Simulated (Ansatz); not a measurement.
## Rh (omega (AlB2-type)): energy against volume

Computed with DFT, m-r2SCAN, plane waves (500 eV) with PAW, scalar-relativistic in Ansatz. The PAW files were generated under PBE, with cores re-solved for the functional.

The cell is scaled uniformly from the relaxed one, with fractional coordinates and shape fixed. Energies are extrapolated to zero smearing, pressures are those at the given smearing. Magnetic state: non-magnetic.

A Birch-Murnaghan fit gives V₀ = 14.08 Å³/atom, B₀ = 264 GPa, B₀′ = 5.1.

(1) What are the energy above the minimum and the pressure at 12.400 Å³/atom?

(2) What are the energy above the minimum and the pressure at 14.654 Å³/atom?

(3) What are the energy above the minimum and the pressure at 15.781 Å³/atom?

Answers

(1) 214.7 meV/atom and 46.62 GPa as computed.

(2) 17.7 meV/atom and -9.37 GPa as computed.

(3) 133.7 meV/atom and -22.24 GPa as computed.

m-r²SCAN is r²SCAN on the gauge-invariant kinetic-energy density; without spin polarisation the two are equal.
